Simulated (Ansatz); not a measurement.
W:
```
CELL_PARAMETERS angstrom
      0.00000     2.91509     2.91509
      2.91509     0.00000     2.91509
      2.91509     2.91509     0.00000
ATOMIC_POSITIONS crystal
  W  0.00000 0.00000 0.00000
  W  0.25000 0.25000 0.25000
```

Relaxed with PBE. Special points in fractions of this cell's reciprocal vectors: Γ (0.000, 0.000, 0.000); X (0.500, 0.000, 0.500); U (0.625, 0.250, 0.625); K (0.375, 0.375, 0.750); L (0.500, 0.500, 0.500); W (0.500, 0.250, 0.750).

Question: List the band energies nearest the Fermi level at these points for PBE (plane waves, PAW; program Ansatz).

Answer: In eV from the Fermi level; about four levels below and three above (degenerate sets whole), none deeper than 8.9 eV; points with the same levels are listed once.

```tsv
k	below	above
Γ	-1.86 -1.86 -1.09 -1.09 -1.09	1.53 1.53 1.53
X	-1.32 -1.32 -1.16 -1.16	1.08 1.08 4.60 4.60
U	-2.39 -1.98 -1.56 -1.19	0.37 0.62 0.97
L	-1.64 -1.64 -1.25 -1.25 -0.43	2.67 2.67 4.27 4.27
W	-2.79 -2.79 -1.69 -1.69	0.06 0.06 0.21 0.21
```

Space group Fd-3m (diamond). The start of the workflow was typed in or built on a structure type; neither database checked (COD, Materials Project) lists it. It is not the phase usual at ambient conditions (space group No. 229). The PBE relaxation kept the symmetry of its start; whether a distortion lowers the energy is not shown. No spin polarisation was allowed. Spin–orbit coupling is left out wherever it is not named.

Potentials: the later of the program's two PAW sets.
